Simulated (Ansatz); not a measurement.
An Ansatz input:

```yaml
crystal:
  lattice:
    - [-2.1414673314, 2.4917928898, 1.305294838]
    - [2.4917928898, -2.1414673314, 1.305294838]
    - [2.4724878897, 2.4724878897, -0.6636729361]
  atoms:
    - { symbol: Ir, position: [0.0220011251, 0.9779988749, 0.0], spin: 1.0 }
    - { symbol: Ir, position: [0.7279988749, 0.2720011251, 0.5], spin: 1.0 }
hamiltonian:
  xc: r2scan
  pseudopotentials:
    kind: paw
    azcp:
      Ir: "pseudopotentials/Ir.paw.azcp"
basis:
  ecutwfc: 500
  fft_grid_basis: typed
kpoints:
  mp_grid: { grid: [21, 21, 15], shift: [0, 0, 0] }
magnetization:
  spin_polarized: true
scf:
  occupations: { method: fermi_dirac, width: 0.05 }
```

Output

```
Warning: 4 symmetry operations that the atoms keep within the bar at which the run's group was sought (crystal.symmetry.tolerance 1.0e-5, or twice it) were not taken beside the 4 unitary ones that the detection took (of a slab, those that keep its plane). If the more symmetric cell is meant, write the vectors of crystal.lattice to more decimals, or, with the positions in fractional coordinates, give it by lengths and angles (which lays the cell in the standard orientation, to which the deck's other Cartesian keys then refer), with the lengths that are meant to be equal typed equal, the angles likewise, and each angle that the symmetry fixes typed at its exact value (of a frozen-density pass: in the run whose state it reads). The detection then takes those 4 too, where the atoms keep them as a group. The lattice (crystal.lattice as typed, or as saved on a frozen-density pass laid at its state's geometry) misses each of them by more than the tolerance, the farthest off changing a squared length by the fraction 4.8e-5. The run does not impose them: its cell is that one, or, where this deck is also told that its lattice was moved onto its group, that cell laid onto the operations that were taken. If the cell is strained on purpose, what lies past the tolerance is rightly left out.
Engine: ansatz 0.2.0, x86_64-unknown-linux-gnu
Pseudopotentials: kind: paw
Pseudopotential: Ir, paw, valence charge 17, recommended cutoff 500 eV (meta_gga) 
Functional definition: r2SCAN
  parameter k0 = 0.174
  parameter k1 = 0.065
  parameter a1 = 4.9479
  exchange = r2scan_x(k0 = k0, k1 = k1, a1 = a1)
  correlation = r2scan_c
Crystal: 2 atoms, lattice volume = 30.983 Å³
Basis set: ecut = 500 eV, 799 PW (Γ), exchange–correlation on 108×108×108 points (64 copies of the dense FFT grid, shifted against one another)
Bands: 22, of which v1, the nominal top of the filled ones, is band 17 counted from 1 (16 counted from 0)
Symmetry: 4 space group operations
Space group: C2/c (ITA 15), of the structure as read, at distance tolerance 3.1e-5 Å
Magnetic group: BNS 15.85 (UNI 92), of the structure as read, at distance tolerance 3.1e-5 Å
k-points: 1738 of 6615
Non-local potential: Ir, projectors of the file, l = 0: 3, l = 1: 2, l = 2: 2, l = 3: 1
PAW form: soft (Blöchl's): semilocal exchange-correlation on the pseudo side does not see the compensation charge
PAW frozen core: Ir, regenerated for the run's functional (the file was generated under x = pbe(κ = 0.804, μ = 0.2195149727645171), c = pbe(β = 0.06672455060314922))
PAW one-centre angular grid: Ir, 590 points (default); XC on 160 Gauss nodes
Initial density: superposition of atomic densities (chi_scale 0.1, normalization cell)
Starting moments: Σ|m| = 2 μB on 2 of 2 sites
Initial wavefunctions: pseudopotential atomic-orbital guess
Functional: x = r2scan, c = r2scan; τ floored in thin density (d = 2e-4 eV/Å³)
iter 1 solved again at ethr=9.04e-4 eV; its pass at ethr=3.10e-3 eV (dr2=3.07e-1 eV) is discarded
SCF iter   1: F=—  HF=-23895.819647 eV  |F-HF|=—  |Δ(HF+E_count)|=         —  Δρ=3.60e-2 (↑3.60e-2 ↓2.19e-2)  dr2=3.84e-1  dr2_τ=2.65e-2  dr2_m=1.24e-1  M=1.089 μB ∫|m|=1.100 μB  β_m=0.66  ethr=9.04e-4  ⟨swp⟩=2.0  Hψ=451864  notcnv=0
Mixer restart at iter 1: flushing history
eigensolver tolerance schedule calibrated: the retry pair's looser diagonalisation under-reported the residual by θ = 0.20 (0.37/decade); ethr = c·dr2/N_el runs at the constant in force after the calibration composes with the one it found (an armed cap, an earlier calibration), c = 7.2e-3
...
SCF iter  16: F=—  HF=-23896.551737 eV  |F-HF|=—  |Δ(HF+E_count)|=   6.15e-9  Δρ=1.34e-6 (↑1.15e-6 ↓1.34e-6)  dr2=7.49e-10  dr2_τ=3.31e-11  dr2_m=6.22e-11  M=0.000 μB ∫|m|=0.000 μB  β_m=1.00  ethr=1.00e-12  ⟨swp⟩=3.1  Hψ=162719  notcnv=0  defer=562  κ⁻¹=1.9e-6(r=8)
SCF iter  17: F=—  HF=-23896.551737 eV  |F-HF|=—  |Δ(HF+E_count)|=  8.51e-10  Δρ=1.41e-6 (↑1.41e-6 ↓1.25e-6)  dr2=4.97e-11  dr2_τ=8.73e-11  dr2_m=4.75e-10  M=0.000 μB ∫|m|=0.000 μB  β_m=1.00  ethr=1.00e-12  ⟨swp⟩=1.0  Hψ=226451  notcnv=0  κ⁻¹=3.3e-7(r=8)
SCF iter  18: F=—  HF=-23896.551737 eV  |F-HF|=—  |Δ(HF+E_count)|=   1.03e-9  Δρ=7.76e-7 (↑7.76e-7 ↓7.24e-7)  dr2=2.98e-11  dr2_τ=2.70e-11  dr2_m=1.44e-10  M=0.000 μB ∫|m|=0.000 μB  β_m=0.30  ethr=1.00e-12  ⟨swp⟩=2.0  Hψ=149467  notcnv=0  κ⁻¹=7.0e-6(r=8)
SCF iter  19: F=-23896.551737 eV  HF=-23896.551737 eV  |F-HF|=5.09e-11  |Δ(HF+E_count)|=  5.38e-10  Δρ=1.90e-7 (↑1.66e-7 ↓1.90e-7)  dr2=9.50e-12  dr2_τ=7.55e-13  dr2_m=4.48e-12  M=0.000 μB ∫|m|=0.000 μB  ethr=1.00e-12  ⟨swp⟩=2.1  Hψ=149970  notcnv=0
SCF 1 converged in 19 iterations: F = -23896.551737 eV  dr2 = 9.50e-12
WARN: the starting moments were not kept: the SCF closed with an absolute magnetisation of 3.6e-6 μB, where they sum to 2 μB in size (2 sites). That is at most 0.1 of that sum. Measured as dr2_m measures the in/out step, that magnetisation stands 2.5e-12 eV from none, at or under the dr2_threshold of 1.0e-7 eV: it is no larger than a step whose dr2_m would equal this threshold. The system may hold no moment; this SCF shows only that its start led to no more than that. To try another start: raise the starting moments (crystal.atoms[].spin, magnetization.per_species, magnetization.initial_magnetization, or on a non-collinear deck that types none of these the spinor_matrix: blocks that start its atoms; where the total moment is fixed, keep their sum and leave initial_magnetization as it is; typed ones take the place of any that the run laid by itself, positive ones on a crystal's lanthanoids without a Hubbard term where scf.initial_density.shell_occupations: [] is typed) or, if the notice of its spin-set hold's release reads "site moments contracting" or "site moments show no strong build", lengthen the hold (scf.mixing.spin_hold: { on: { confirm: 4 } }; for m-r²SCAN on two components see the key's manual first). Each may lead to a state that holds a moment. A second SCF, from the converged charge density, with the starting moments and any scf.initial_density.shell_occupations laid on it anew, would have followed, and was not run: the deck does not ask for one (magnetization.retry_lost_moments is false, the default). To let it run, set magnetization.retry_lost_moments: true and run the deck again, where that key's refused combinations let it; where memory then withholds it, that run's warning says so.
this state was not tested for a lower state beside it, because the mixer in use, unlike msr1, does not test its closes by its own steps (another_mixer; see scf.mixing.algorithm and scf.lower_state_search)
SCF converged after 19 iterations
Magnetization: 0.0000 μB (17.0000 up, 17.0000 down)
Absolute magnetization: 0.0000 μB (∫|ρ↑−ρ↓|, with the PAW one-centre terms)
Spin contamination: 0.0000 ħ² per cell (⟨S²⟩ above its minimum at these occupations)
Per-site moments (μB) at R_I (Å): [(1.6622861784046411e-7, 1.0719981406519434), (1.6622861774057598e-7, 1.0719981406519434)]
Free energy (F): -23896.551737 eV
Harris-Foulkes:  -23896.551737 eV  (|F-HF|=5.09e-11)
Internal energy: -23896.536223 eV  (E = F + TS)
E sigma→0 (E₀):  -23896.543980 eV
Entropy (-TS):   -0.015514 eV (-7.757 meV/atom)
Fermi energy:    22.488847 eV
--- Per-component energies (eV) ---
  E_band       = -284.487027
  E_kinetic    = 1246.180057
  E_local      = -2461.726646  (includes V_loc(G=0)·N_el)
  E_nonlocal   = 149.749769
  E_hartree    = 942.763324
  E_xc         = -509.785141
  E_vxc        = -665.329246  (∫ρ·V_xc dr)
  E_paw        = -18499.919458  (= ΣΔE_a)
  E_vpaw       = -480.224260  (= ΣTr[D̂ρ^β])
  E_aug_tail   = -0.000037  (compensation charges beyond the density's cutoff)
  E_vtau       = 41.336614  (kinetic-family band-sum trace: ∫τ·v_τ [+ j·A + Jᵃ·Aᵃ] dr)
  E_ewald      = -4763.164304
  E_core_change = -0.633787  (= ΣΔE_core)
  E_smearing   = -0.015514  (= −TS)
  E_closure    = 0.000000  (closes the sum)
  Σ components = -23896.551737   (vs F -23896.551737, Δ=0.00e0)
```
